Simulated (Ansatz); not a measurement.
Computed with DFT PBE, scalar-relativistic, plane waves, PAW (Ansatz 0.2.0). All cells share a 420 eV cutoff and Γ-centred k meshes spaced at most about 0.3 Å⁻¹ (about 0.25 or finer for metals, 2π included). No spin polarisation in the final relaxations.

Temperature and zero-point effects are left out.

Two forms of Li₃SiN₂ were relaxed alike.

A.

Space group P1 (No. 1). a = 3.738 Å, b = 5.393 Å, c = 8.090 Å, α = 108.43°, β = 90.20°, γ = 109.88°
```csv
atom,site,symmetry,x,y,z
Li,1a,1,0.9379,0.2044,0.8212
Li,1a,1,0.9402,0.2235,0.3350
Li,1a,1,0.3027,0.9352,0.6805
Li,1a,1,0.2800,0.8946,0.2503
Li,1a,1,0.7435,0.8358,0.9645
Li,1a,1,0.7795,0.8898,0.4681
Si,1a,1,0.5621,0.4574,0.6632
Si,1a,1,0.5589,0.4368,0.0809
N,1a,1,0.7368,0.8009,0.6986
N,1a,1,0.7229,0.7786,0.2003
N,1a,1,0.5177,0.3683,0.8535
N,1a,1,0.4178,0.1745,0.4838
```

B.

Space group P4mm (No. 99). a = 3.202 Å, b = 3.202 Å, c = 5.068 Å, α = 90.00°, β = 90.00°, γ = 90.00°
```tsv
atom	site	symmetry	x	y	z
Li	2c	2mm.	0.5000	0.0000	0.0086
Li	1a	4mm	0.0000	0.0000	0.3583
Si	1b	4mm	0.5000	0.5000	0.6114
N	1b	4mm	0.5000	0.5000	0.2756
N	1a	4mm	0.0000	0.0000	0.7376
```

Question: Which is lower in energy, and by how much?

Answer: A is lower, by 0.33 eV/atom. A has space group P1 (No. 1), 12.0 Å³/atom and a gap of 0.70 eV on its mesh; B has space group P4mm (No. 99), 8.7 Å³/atom and no gap. Counting N atoms around Li and Si (those within 1.25 times the shortest such distance or 1.15 times the sum of covalent radii; a plus sign parts nearer from farther groups; a slash parts the counts of unlike sites), A has Li 3/2+2/4, Si 2/3 and B has Li 4/1+4, Si 1. The lower one is the more open, so pressure narrows the difference. In A, Li on its first site has 3 N at 1.95–2.03 Å and 3 Li at 2.36–2.51 Å; Si on its first site is surrounded by 3 N at 1.66–1.74 Å and 1 Li at 2.54 Å; N on its first site has 1 Si at 1.67 Å and 5 Li at 1.95–2.10 Å; 9 more sites not described. In B, Li on a site of symmetry 2mm is surrounded by 4 N at 2.10–2.11 Å, 6 Li at 2.26–2.39 Å and 2 Si at 2.57 Å; Si has 1 N at 1.70 Å, 4 N at 2.35 Å and 8 Li at 2.57–2.60 Å; around N on its first site lie 1 Si at 1.70 Å and 4 Li at 2.10 Å; 2 more sites not described. Both come from invented guesses.

Kohn–Sham gaps at this level usually fall short of measured ones. In P4mm an odd number of electrons in the primitive cell allows no gap without spin; a larger cell or a magnetic state could open one. Cells relaxed within their symmetry can be saddle points.
